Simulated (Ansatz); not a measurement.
The relaxed structure here is a generated cell of MoS2: the first start was made by placing the elements on the sites of a structure type, and the end was not matched to a known phase here, so it may be hypothetical. Known forms of MoS2 include space group No. 160, 194.

One starting cell of MoS₂ (a generated cell, MoS2 placed in the rutile structure type) was relaxed twice with Ansatz (plane waves, PAW, scalar-relativistic): with r2SCAN at 500 eV and with PBE at 420 eV. The r2SCAN result:

```yaml
crystal:
  lattice:
    - [5.83771, 0.00000, 0.00000]
    - [0.00000, 5.83771, 0.00000]
    - [0.00000, 0.00000, 3.25111]
  atoms:
    - { symbol: Mo, position: [0.50000, 0.50000, 0.50000] }
    - { symbol: Mo, position: [0.00000, 0.00000, 0.00000] }
    - { symbol: S, position: [0.78793, 0.78793, 0.50000] }
    - { symbol: S, position: [0.28793, 0.71207, 0.00000] }
    - { symbol: S, position: [0.71207, 0.28793, 0.00000] }
    - { symbol: S, position: [0.21207, 0.21207, 0.50000] }
```

| quantity | r2SCAN | PBE |
|---|---|---|
| space group | P4₂/mnm | P4₂/mnm |
| volume (Å³/atom) | 18.47 | … |
| a (Å) | 5.838 | … |
| c (Å) | 3.251 | … |
| gap (eV, no spin-orbit coupling) | 0.00 | … |

**Question.** What does PBE give for the same quantities?

**Answer.** 
- volume (Å³/atom), PBE: 18.59
- a (Å), PBE: 5.872
- c (Å), PBE: 3.236
- gap (eV, no spin-orbit coupling), PBE: 0.00

Both levels end in the same structure; PBE's volume is 0.7 % larger. Neither column is exact.

No spin polarisation in the result.

The run could not lower the symmetry of its start; a shaken copy of this end point relaxes with r2SCAN to P2₁2₁2 (No. 18), 0.08 eV/atom lower.

Ansatz is an electronic-structure program.
